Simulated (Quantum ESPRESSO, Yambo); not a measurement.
## Levels of theory for the gap of Na2PtH6

Na2PtH6 (space group Fm-3m, No. 225): one geometry, one set of norm-conserving PBEsol (Quantum ESPRESSO, 88 Ry, no spin-orbit coupling) orbitals, self-energies from Yambo (4×4×4 Γ-centred k mesh, bands 7 to 140 and a 7 Ry block in the screening, 140 bands in G with the Bruneval-Gonze terminator, plasmon pole fitted at 27.2 eV).

The geometry is that of Materials Project entry mp-690785, symmetrised and not relaxed again.

```csv
level,"gap (0, 0.25, -0.25) → X (eV)",direct gap at X (eV),rough Yambo cost
PBEsol (Quantum ESPRESSO),3.47,4.23,–
exchange only (Hartree-Fock self-energy on PBEsol orbitals),10.38,11.41,about 1/5 (10 states)
static COHSEX@PBEsol,6.55,7.39,within a factor of two (3 states)
"G0W0@PBEsol, plasmon pole",5.73,6.58,1 (10 states)
```

Bare exchange has no screening and gives the widest gap; static COHSEX screens it but leaves out the frequency dependence, which G0W0 restores.

Costs are rough ratios of core time on shared machines.

Nearest settings tried, and what they do to the gap: 67 bands in W: -51 meV; 3 Ry block (65 vectors against 229): -205 meV. Not varied: bands in G, mesh. So the settings aren't converged at that level.

Spin-orbit coupling is left out, which matters for elements this heavy: edges can move by tenths of an eV.

The structure is a Materials Project entry; no match was found in the copy of COD used, and its stability was not checked.
